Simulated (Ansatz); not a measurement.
LaWN3:
```
LaWN3
1.0
    5.79482     0.00000     0.00000
    0.00000     3.85736     0.00000
   -2.58150     0.00000     7.46564
La W N
2 2 6
Cartesian
  0.95386   0.96434   1.38175
  2.25946   2.89302   6.08389
 -0.91243   0.96434   4.98812
  4.12574   2.89302   2.47752
 -2.03222   0.96434   6.46500
  5.24553   2.89302   1.00064
  4.64380   0.96434   2.91023
 -1.43048   2.89302   4.55541
  0.79467   0.96434   5.53449
  2.41864   2.89302   1.93115
```

The program Ansatz at the PBEsol level (PAW) gives a gap of 1.70 eV without spin–orbit coupling, maximum at Γ, minimum at Γ.

### Question
What happens when spin–orbit coupling is switched on?

### Answer
The gap increases by 0.01 eV, to 1.71 eV; maximum at Γ, minimum at Γ.

### Question
Give the electron effective mass with spin–orbit coupling.

### Answer
0.81, 0.90, 1.7 mₑ (principal values).

### Question
Give the hole effective mass with spin–orbit coupling.

### Answer
0.85, 1.8, 2.4 mₑ (principal values).

Space group P2_1/m. The first step of the workflow began from a Materials Project structure, measured or hypothetical; the Crystallography Open Database copy checked does not list it. Whether it is the stable phase at ambient conditions was not checked. Symmetry was held in the PBEsol relaxation; whether a distortion lowers the energy is not shown. The run is not spin-polarised.

Potentials: the later of the program's two PAW sets.
